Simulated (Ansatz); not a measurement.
Relaxed-ion elastic tensor of YB$_{6}$ in space group Pm-3m (No. 221; Y on 1a, B on 6f) in GPa (Voigt order), plane-wave PAW r²SCAN (Ansatz code); density 3.73 g/cm³, 9.77 Å³ per atom.

|  | 1 | 2 | 3 | 4 | 5 | 6 |
|---|---|---|---|---|---|---|
| 1 | 481 | 27.8 | 27.8 | 0.0 | 0.0 | 0.0 |
| 2 | 27.8 | 481 | 27.8 | 0.0 | 0.0 | 0.0 |
| 3 | 27.8 | 27.8 | 481 | 0.0 | 0.0 | 0.0 |
| 4 | 0.0 | 0.0 | 0.0 | 39.3 | 0.0 | 0.0 |
| 5 | 0.0 | 0.0 | 0.0 | 0.0 | 39.3 | 0.0 |
| 6 | 0.0 | 0.0 | 0.0 | 0.0 | 0.0 | 39.3 |

Problem. Is the crystal mechanically stable?

Solution. Yes: the smallest eigenvalue of C is 39.3 GPa.

Problem. Work out the Voigt, Reuss and Hill averages.

Solution. K_V = 179, K_R = 179, K_H = 179; G_V = 114, G_R = 58.8, G_H = 86.5 GPa.

Problem. Give Young's modulus, Poisson's ratio, Pugh's ratio and the universal anisotropy index.

Solution. E = 9KG/(3K + G) = 224 GPa; ν = 0.29; K/G = 2.07 (ductile by the Pugh limit of 1.75); A_U = 5G_V/G_R + K_V/K_R − 6 = 4.73.

Problem. Estimate the sound speeds and the Debye temperature.

Solution. v_l = √((K + 4G/3)/ρ) = 8880 m/s, v_t = √(G/ρ) = 4810 m/s, mean 5370 m/s; Θ = (h/k)(3n/4πV)^(1/3) v_m = 748 K.

Problem. Give the Zener ratio and Young's modulus along [100], [110] and [111].

Solution. A = 2C44/(C11 − C12) = 0.17; 1/E = S11 − 2(S11 − S12 − S44/2)Γ with Γ = 0, 1/4, 1/3 gives 478, 136, 110 GPa.

The first step of the workflow began from a Materials Project structure, measured or hypothetical; the Crystallography Open Database files this formula in space group No. 221, but the cells were not matched. Whether it is the stable phase at ambient conditions was not checked. The r²SCAN relaxation kept the symmetry of its start; of distortions, only those at the zone centre were tested. No spin polarisation was allowed. As this level gives no gap, shear constants depend on the k-mesh and smearing (Fermi–Dirac, 0.1 eV here).

Potentials: the later of the program's two PAW sets.
